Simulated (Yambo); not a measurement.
A G0W0@PBEsol run in Yambo for CdS (zinc blende, space group F-43m, No. 216) under isotropic strain of -3 % on all lattice vectors (4×4×4 Γ-centred k mesh, bands 5 to 118 and a 10 Ry block in the screening, 118 bands in G with the Bruneval-Gonze terminator, plasmon pole fitted at 27.2 eV) gives these matrix elements, in eV, at the band edges (Γ → Γ):

```
state               E0    <Vxc>     <Σx>  <Σc(E0)>      Z
---------------  -----  -------  -------  --------  -----
valence edge     0.000  -15.893  -18.965     1.861  0.792
conduction edge  1.190  -10.941   -6.760    -3.845  0.818
```

Task: Solve the linearised quasiparticle equation for both states, give the gap, and say how exchange and correlation each act on it.

Result: E = E0 + Z(Σx + Σc − Vxc). Valence: 0.000 + 0.792 × (-18.965 + (1.861) − (-15.893)) = -0.96 eV. Conduction: 1.190 + 0.818 × (-6.760 + (-3.845) − (-10.941)) = 1.46 eV. The gap is 2.42 eV, against 1.19 eV in PBEsol. Replacing Vxc by bare exchange alone would open it by 7.25 eV; correlation takes back 5.71 eV of that, and Z scales what is left. Convergence of the G0W0 settings was not tested. Spin-orbit splittings are left out.

Geometry strained from the cell relaxed with PBEsol, atoms relaxed again; primitive cell a = 3.9952 Å, b = 3.9952 Å, c = 3.9952 Å, α = 60.00°, β = 60.00°, γ = 60.00°.
